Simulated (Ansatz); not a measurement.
A geometry of TiB$_{2}$ away from equilibrium: the start of the relaxation of a relaxed TiB2 cell displaced along its unstable phonon at q = Γ (330i cm⁻¹), largest move 0.15 Å. Method: PBEsol (plane waves to 420 eV, PAW, scalar-relativistic; Ansatz, an electronic-structure program). Γ-centred k-mesh 10×10×10 on the run's cell (coarser than for final values), Fermi–Dirac smearing 0.05 eV.

```xyz
6
Lattice="0.0000 3.0868 3.9911 2.2855 0.0000 3.9911 2.2855 3.0868 0.0000" Properties=species:S:1:pos:R:3:forces:R:3 pbc="T T T" free_energy=-5558.336 pressure_GPa=-0.2
B      2.3332     3.9009     4.1333    0.1373   -0.4759    0.4157
B      2.3332     2.2727     3.8489    0.1373    0.4759   -0.4157
B      3.3805     3.8161     5.8445   -0.1373    0.4759   -0.4157
B      3.3805     5.4443     6.1289   -0.1373   -0.4759    0.4157
Ti     0.0317     0.0000     0.0000    0.6203    0.0000    0.0000
Ti     1.1111     1.5434     1.9956   -0.6203    0.0000    0.0000
```

Positions in Å, forces in eV/Å, free energy of the cell in eV (comparable only within this code, potentials and settings). Largest force: 0.65 eV/Å, on B1, B2, B3, B4 (atoms numbered as listed); the geometry lies 0.42 eV/atom above the end of its relaxation.

No spin polarisation in the result.

The run could not lose the symmetry of its start, so the end can be a saddle point.

The end of the path is a generated cell of TiB2: the first start was made by placing the elements on the sites of a structure type, and the end was not matched to a known phase here, so it may be hypothetical. Known forms of TiB2 include space group No. 191.
